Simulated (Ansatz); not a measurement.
CdCu2GeSe4: pressure against volume

CdCu2GeSe4, I-42m, a = 5.730 Å, c = 11.023 Å. The structure is a COD entry; whether it is the stable form wasn't checked. Ansatz: PBEsol, PAW, 420 eV, Γ-centred 10×10×10 mesh on 8 atoms, Gaussian smearing 0.10 eV; no spin polarisation. Shape and atoms are relaxed at each volume; pressure is positive in compression.

```tsv
V (Å³/atom)	P (GPa)
19.906	?
20.584	7.84
21.263	4.76
21.942	2.18
22.620	0.01
23.299	-1.82
23.977	-3.35
24.882	-5.01
```

Q: Take V0 = 22.620 Å³/atom, count pressures from its P0 = 0.01 GPa, fit the third-order Birch–Murnaghan form to the other rows, and predict the missing pressure.

A: With the Eulerian strain f = ½[(V0/V)^(2/3) − 1] and y = (P − P0)/[3f(1 + 2f)^(5/2)], the form is the line y = B0 + 1.5 B0 (B0′ − 4) f. Rows (f, y): 0.03245, 68.7; 0.02105, 67.8; 0.01025, 67.1; -0.00976, 65.7; -0.01905, 64.8; -0.03078, 63.7. Means f = 0.0006933, y = 66.300; Σ(Δf)² = 0.003004, ΣΔfΔy = 0.2321; the slope is their ratio. y = 66.25 + 77.27 f GPa, so B0 = 66.2 GPa and B0′ = 4 + 2 × (77.27)/(3 × 66.25) = 4.78. At V = 19.906, f = 0.04447, y = 69.69 and P = 11.51 GPa. The run gave 11.47 GPa, so the fit is 0.04 GPa too high, a small miss on the scale of the series. Note that the gap is open there and closed in the run one row down.